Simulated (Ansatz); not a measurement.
TiO$_{2}$:
```cif
data_O8Ti4
_chemical_formula_sum 'Ti4 O8'
_space_group_name_H-M_alt 'P 1'
_space_group_IT_number 1
_cell_length_a 4.54606
_cell_length_b 5.51387
_cell_length_c 4.89462
_cell_angle_alpha 90.000
_cell_angle_beta 90.000
_cell_angle_gamma 90.000
loop_
_space_group_symop_operation_xyz
  'x, y, z'
loop_
_atom_site_label
_atom_site_type_symbol
_atom_site_fract_x
_atom_site_fract_y
_atom_site_fract_z
_atom_site_occupancy
Ti1 Ti 0.50000 0.67582 0.75000 1
Ti2 Ti 0.50000 0.32418 0.25000 1
Ti3 Ti 0.00000 0.82418 0.25000 1
Ti4 Ti 0.00000 0.17582 0.75000 1
O1 O 0.72887 0.61816 0.08084 1
O2 O 0.27113 0.38184 0.91916 1
O3 O 0.77113 0.88184 0.58084 1
O4 O 0.22887 0.11816 0.41916 1
O5 O 0.22887 0.88184 0.91916 1
O6 O 0.77113 0.11816 0.08084 1
O7 O 0.27113 0.61816 0.41916 1
O8 O 0.72887 0.38184 0.58084 1
```

Relaxed with r²SCAN. DFT-r²SCAN in the program Ansatz with PAW potentials gives a gap of 3.05 eV.

### Question
What gap does HSE06 give on the same cell (Ansatz, PAW)?

### Answer
4.19 eV, 1.15 eV more. The hybrid was solved on a coarser mesh and at special points; its gap is the smallest among all of these.

```tsv
k	v1 r²SCAN	c1 r²SCAN	v1 HSE06	c1 HSE06
Γ	0.00	3.08	…	…
X	-0.25	3.54	-0.27	4.75
Z	-0.30	3.05	-0.36	4.19
U	-0.51	3.39	…	…
Y	-0.13	3.19	…	…
S	-0.36	3.41	…	…
T	-0.44	3.32	-0.50	4.51
R	-0.82	3.43	-0.88	4.61
```

### Question
Top valence (v1) and lowest conduction level (c1) in eV from each method's valence maximum (which need not be a listed point): supply the withheld HSE06 values.

### Answer

- Y, v1 HSE06: -0.16
- Y, c1 HSE06: 4.37
- S, v1 HSE06: -0.41
- S, c1 HSE06: 4.61
- Γ, v1 HSE06: 0.00
- Γ, c1 HSE06: 4.26
- U, v1 HSE06: -0.57
- U, c1 HSE06: 4.59

Cost on shared cores: the r²SCAN run (SCF on a 6×5×6 mesh, then bands and DOS) very roughly 3.0 core-minutes, the HSE06 run (SCF on 4×3×4, then a few points) about 4 core-minutes (a rough figure); the tasks are unlike.

Space group Pbcn. This is a known high-pressure phase of the composition, computed here at zero pressure and temperature. The r²SCAN relaxation kept the symmetry of its start; of distortions, only those at the zone centre were tested. No spin polarisation was allowed.

Potentials: the earlier of the program's two PAW sets.
